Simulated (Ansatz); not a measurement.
Cell and atoms are relaxed with the symmetry kept. Start:

```cif
data_structure
_symmetry_space_group_name_H-M 'Imma'
_symmetry_Int_Tables_number 74
_cell_length_a 4.8170
_cell_length_b 7.7100
_cell_length_c 8.2630
_cell_angle_alpha 90.000
_cell_angle_beta 90.000
_cell_angle_gamma 90.000
_cell_volume 306.88
loop_
_atom_site_label
_atom_site_type_symbol
_atom_site_symmetry_multiplicity
_atom_site_Wyckoff_symbol
_atom_site_fract_x
_atom_site_fract_y
_atom_site_fract_z
_atom_site_occupancy
Sr1 Sr 4 e 0.50000 0.75000 0.55000 1
Ag1 Ag 8 h 0.50000 0.05000 0.84000 1
```

Computed with DFT PBEsol, scalar-relativistic, plane waves, PAW in Ansatz.

Cutoff 420 eV; k points 10×10×10 on the computed 6-atom cell (Γ-centred); Gaussian smearing, width 0.10 eV; no spin polarisation.

**Question.** What does it relax to?

**Answer.** The volume falls by 1.05 Å³/atom to 24.52 Å³/atom, and the energy falls by 13.0 meV/atom. Final structure:
```yaml
crystal:
  lattice:
    - [-2.38652, 3.78944, 4.06723]
    - [2.38652, -3.78944, 4.06723]
    - [2.38652, 3.78944, -4.06723]
  atoms:
    - { symbol: Sr, position: [0.29607, 0.04607, 0.25000] }
    - { symbol: Sr, position: [0.70393, 0.95393, 0.75000] }
    - { symbol: Ag, position: [0.89448, 0.33720, 0.55728] }
    - { symbol: Ag, position: [0.27991, 0.33720, 0.94272] }
    - { symbol: Ag, position: [0.10552, 0.66280, 0.44272] }
    - { symbol: Ag, position: [0.72009, 0.66280, 0.05728] }
```